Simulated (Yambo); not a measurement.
```
CELL_PARAMETERS angstrom
      3.95567     0.00000     0.00000
      0.00000     3.95567     0.00000
      0.00000     0.00000     3.95567
ATOMIC_POSITIONS crystal
  Al 0.50000 0.50000 0.00000
  Al 0.00000 0.50000 0.50000
  Al 0.50000 0.00000 0.50000
  Ti 0.00000 0.00000 0.00000
```

The geometry is that of Materials Project entry mp-998981, symmetrised and not relaxed again.

Problem. Where are the main features of Im ε from TDDFT with the adiabatic LDA kernel on LDA bands (Yambo; 10×10×10 mesh, 81 bands, 4 Ry local-field block, 0.25 eV broadening; field along x)?

Solution. Peaks at 4.2 eV (19), heights in brackets. Towards the low-energy cut the curve rises above these peaks. Only interband transitions are included: the Drude term is missing, so nothing below about 0.6 eV and no real part is shown. Peak heights and small wiggles depend on the k mesh. 

The structure is a Materials Project entry; no match was found in the copy of COD used, and its stability was not checked.
